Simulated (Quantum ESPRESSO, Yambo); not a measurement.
**Levels of theory for the gap of BeSe**

BeSe (zinc blende, space group F-43m, No. 216): one geometry, one set of PBE (stringent potentials; pw.x of Quantum ESPRESSO, ONCV potentials, without SOC) orbitals, self-energies from Yambo (4×4×4 Γ-centred k mesh, bands 11 to 156 and a 15 Ry block in the screening, 156 bands in G with the Bruneval-Gonze terminator, plasmon pole fitted at 27.2 eV).

Cell and atoms were relaxed with PBEsol from Materials Project entry mp-1541, within its symmetry.

```csv
level,gap Γ → X (eV),direct gap at Γ (eV),rough Yambo cost
PBE (Quantum ESPRESSO),2.62,4.43,–
exchange only (Hartree-Fock self-energy on PBE orbitals),9.02,11.54,about 1/10 (8 states)
static COHSEX@PBE,4.50,6.57,about 1/3 (3 states)
"G0W0@PBE, plasmon pole",3.67,5.69,1 (8 states)
```

Bare exchange has no screening and gives the widest gap; static COHSEX screens it but leaves out the frequency dependence, which G0W0 restores.

Costs are rough ratios of core time on shared machines.

Nearest settings tried, and what they do to the gap: 83 bands in G: +3 meV; 83 bands in W, 83 bands in G: -35 meV; 9 Ry block (137 vectors against 259): -43 meV. Not varied: mesh. So the settings aren't converged at that level.

Spin-orbit splittings are left out.
